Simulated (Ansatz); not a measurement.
## Two Ansatz runs on HfB

The geometry is COD entry 1511179, unchecked; take it as a test cell. The listed cell was then made from it by scaling, straining or moving an atom.

First run: DFT, PBE, PAW with Ansatz's default frozen-core files, scalar-relativistic (Ansatz 0.2.0).

Command: `ansatz run input.yaml --threads 1 --pin off --max-ram 2048MiB --backend cpu --events-out ev --progress --plain --runs-dir out` The run took 13 s on 1 thread of Arm Neoverse V1, with other jobs on the host, peak memory 0.44 GiB.

```yaml
crystal:
  lattice:
    - [0.0, 2.2176, 2.31]
    - [2.2176, 0.0, 2.31]
    - [2.2176, 2.2176, 0.0]
  atoms:
    - { symbol: Hf, position: [0.5, 0.5, 0.5] }
    - { symbol: B, position: [0.0, 0.0, 0.0] }
kpoints:
  mp_grid: { grid: [15, 15, 15] }
scf:
  occupations: { method: fermi_dirac, width: 0.05 }
hamiltonian:
  xc: pbe
  pseudopotentials: { kind: paw }
output:
  forces: true
  stress: true
  eigenvalues: true
  efg: { contact_densities: true }
  write_density: true
  write_potential: true
  elf: true
  volumetric_format: npy
```

Result: converged; pressure 56.3 GPa; 7 SCF iterations.

Spin polarisation is left out, and whether a magnetic state lies lower isn't shown here.

No spin–orbit coupling, which matters for the heavy atoms here.

A second input differs as follows:

```diff
@@ -8,7 +8,8 @@
     - { symbol: B, position: [0.0, 0.0, 0.0] }
 kpoints:
-  mp_grid: { grid: [15, 15, 15] }
+  mp_grid: { grid: [1, 1, 1] }
 scf:
   occupations: { method: fermi_dirac, width: 0.05 }
+  max_iter: 80
 hamiltonian:
   xc: pbe
@@ -19,7 +20,3 @@
   eigenvalues: true
   efg: { contact_densities: true }
-  write_density: true
-  write_potential: true
-  elf: true
-  volumetric_format: npy
```

Task: What is wrong with it, and what does the program do?

Result: The fault is one k-point for a small cell. The run converged; energy at zero smearing +8473.7 meV/atom from the first run; pressure 120.9 GPa; 22 SCF iterations. Such numbers aren't properties of the crystal. The log ends:
```
  atom   1  Hf V_zz =   -18.056816   η = 0.0000   by run symmetry: allowed
            electrostatic potential = -14188.917918 V   contact ρ = 7528864.831909 e/Å³
  atom   2  B  V_zz =   -13.972455   η = 0.0000   by run symmetry: allowed
            electrostatic potential = -336.226377 V   contact ρ = 485.770490 e/Å³
--- Band table (eV) ---
  k-point 0: bands = ["-36.4839", "-5.2638", "-5.0277", "-5.0277", "11.2790", "13.2623", "13.2835", "13.2835", "13.4427", "13.4987", "13.5812", "13.5812", "24.0512", "24.3026", "24.3935", "24.3935", "24.8022", "24.8022", "26.2712"]
```
